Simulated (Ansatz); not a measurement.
Pressure gauges and gaskets: equation-of-state parameters at work

A short materials screen. Bulk modulus and its pressure derivative give the pressure that a small compression needs; a soft, simple solid makes a sensitive pressure gauge, a stiff one a good anvil or seat.

The reference row is NaCl. Hydrostatic compression by 5 % of the volume (V₀/V = 1.0526), no change of phase.

Data:

Methods, by column (Ansatz, a plane-wave PAW program): B₀, B₀′: r²SCAN, Birch–Murnaghan fit of energy against volume; volume per atom: r²SCAN, relaxed cell.

The figures follow from the printed values by these rules: linear estimate = B₀ × compression; P = (B₀/B₀′)[(V₀/V)^B₀′ − 1]; modulus under load = B₀ + B₀′P; relative pressure = P/P_ref.

| crystal | B₀ (GPa) | B₀′ | V (Å³/atom) | linear estimate (GPa) | Murnaghan pressure (GPa) | modulus there (GPa) | pressure (relative) |
|---|---|---|---|---|---|---|---|
| Rb2HgSnTe4 (I-42m, tI16) | 17.0 | 5.6 | 37.40 | 0.85 | 1.009 | 22.7 | 0.63 |
| NaCl (rock salt), reference | 27.5 | 4.7 | 22.04 | 1.4 | 1.594 | 35.0 | 1.00 |
| PdHg (P4/mmm, tP2) | 129 | 5.9 | 17.48 | 6.5 | 7.722 | 175 | 4.8 |
| HfSiO4 (I4₁/amd) | 232 | 4.9 | 10.78 | 12 | 13.52 | 298 | 8.5 |
| VIr3 (Cu3Au type) | 347 | 4.8 | 13.82 | 17 | 20.17 | 444 | 12.7 |

Runs started from generated or typed cells of the structure named: NaCl; HfSiO4. Not checked to be the ambient phase: Rb2HgSnTe4 (I-42m, tI16); PdHg (P4/mmm, tP2); VIr3 (Cu3Au type). Run without spin polarisation: VIr3 (Cu3Au type). Spin–orbit coupling is left out unless named.

Worked example:

The steps for PdHg (P4/mmm, tP2):

linear estimate: 129 × 5/100 = 6.5 GPa; P = (129/5.9) × (1.0526^5.9 − 1) = 7.722 GPa; modulus there: 129 + 5.9 × 7.722 = 175 GPa; relative pressure: 7.722/1.594 = 4.8.

Result:

Ranking by relative pressure, highest first: VIr3 (Cu3Au type) (12.7 ± 0.65), HfSiO4 (8.5 ± 0.43), PdHg (P4/mmm, tP2) (4.8 ± 0.25), NaCl (1.00 ± 0.051), Rb2HgSnTe4 (I-42m, tI16) (0.63 ± 0.032). The ± follows from allowances picked for this note (B₀ 5 %, B₀′ 0.4), carried to first order and added in quadrature, each row's own inputs moving alone; ≈ joins neighbours closer than their two ± added in quadrature.

Caveats:

B₀′ is the least certain number of such a fit, often by half a unit. Where several phases of a formula are at hand, those over 0.1 eV/atom above the lowest were not drawn (by r²SCAN where it compared them, else by the largest value; a layered or molecular lowest phase counts only with a dispersion term); other phases could lie lower still. Rows were sampled with a lean to familiar crystals, related or not, whatever their agreement with measurement; tables with many equal figures were not kept. Limits of the draw: no layered crystals, B₀′ of 2 to 8; no unfamiliar magnets, and cubic perovskites only if shown or known to be stable. As a rule kept out of such tables: 4f compounds, open-shell compounds run without a Hubbard term, cells found unstable in the tests at hand, cells close to a higher symmetry, and runs set to a pressure or over 12 % in volume from the crystal's fullest run.
